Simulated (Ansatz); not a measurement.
# ReW: computed property card

ReW:
Space group Pm-3m (No. 221); a = b = c = 3.1184 Å, α = β = γ = 90.00°

```csv
atom,site,symmetry,x,y,z
W,1a,m-3m,0.0000,0.0000,0.0000
Re,1b,m-3m,0.5000,0.5000,0.5000
```

Space group Pm-3m (No. 221), CsCl type; conventional cell a = b = c = 3.118 Å, α = β = γ = 90.00°.

Method: plane-wave PAW PBEsol (Ansatz code). Geometry: relaxed at this level of theory. Other levels are named where they apply.

**Cell and energy**

```yaml
volume_per_atom: 15.16 Å³
density: 20.26 g/cm³
Formation energy from the elements (no fitted shifts): 0.10 eV/atom
```

**Electronic structure**

```yaml
electronic_character: metallic (no gap)
Density of states at the Fermi level: 0.87 states/eV per atom (mean over ±0.08 eV)
Gap with spin–orbit coupling: none (metallic)
```

**Mechanics**

```yaml
Bulk modulus (Birch–Murnaghan fit): 3530 kbar
Pressure derivative B′: 4.3
Elastic constants (relaxed ions, GPa): C11 = 502, C12 = 281, C44 = 175
mechanical_stability: stable (all eigenvalues of C positive)
hill_bulk_and_shear_moduli: 354 and 146 GPa
Young's modulus: 384 GPa
Poisson's ratio: 0.32
debye_temperature_from_the_elastic_constants: 361 K
```

**Phonons**

```yaml
highest_zone_centre_frequency: 88 cm^-1
zone_centre_stability: no imaginary mode at Γ
```

A made-up cell: these elements were put on the sites of a structure type; neither database checked (COD, Materials Project) lists it. Whether it is the stable phase at ambient conditions was not checked. Symmetry was held in the PBEsol relaxation. No spin polarisation was allowed. As this level gives no gap, shear constants depend on the k-mesh and smearing (Fermi–Dirac, 0.1 eV here). As this level gives no gap, phonon frequencies hold no LO–TO term and depend on the k-mesh and smearing (Fermi–Dirac, 0.1 eV here). The references are the lowest solids computed at this level, not always the standard phases. Spin–orbit coupling is left out wherever it is not named.

Potentials: the earlier of the program's two PAW sets. The files were generated under PBE; for other functionals the program regenerates the frozen cores, and for LDA and PBEsol the local potential too.
